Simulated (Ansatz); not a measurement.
Cu3Ni2 (R-3m) at 2 levels of theory

One geometry, relaxed with PBE; plane waves with PAW potentials in Ansatz, scalar-relativistic. Collinear spin, ending at 0.8 μB a primitive cell. Gaps are the least over mesh and band path; pressure is positive in compression.

```cif
data_structure
_symmetry_space_group_name_H-M 'R-3m:H'
_symmetry_Int_Tables_number 166
_cell_length_a 2.5267
_cell_length_b 2.5267
_cell_length_c 31.1227
_cell_angle_alpha 90.000
_cell_angle_beta 90.000
_cell_angle_gamma 120.000
_cell_volume 172.07
loop_
_atom_site_label
_atom_site_type_symbol
_atom_site_symmetry_multiplicity
_atom_site_Wyckoff_symbol
_atom_site_fract_x
_atom_site_fract_y
_atom_site_fract_z
_atom_site_occupancy
Cu1 Cu 6 c 0.33333 0.66667 0.76525 1
Cu2 Cu 3 b 0.66667 0.33333 0.83333 1
Ni1 Ni 6 c 0.00000 0.00000 0.69881 1
```

```json
{"level": "PBE", "cutoff (eV)": "420", "k mesh": "18×18×18", "gap (eV)": "0", "pressure (GPa)": "0.0", "largest moment (μB)": "0.45"}
```

Question: What comes out on the same cell with r2SCAN?

Answer:
```json
{"level": "r2SCAN", "cutoff (eV)": "500", "k mesh": "18×18×18", "gap (eV)": "0", "pressure (GPa)": "-6.4", "largest moment (μB)": "0.74"}
```

The state reached may not be the lowest one.

It was reached by relaxing an invented guess, and it needn't be the stable form of this composition.
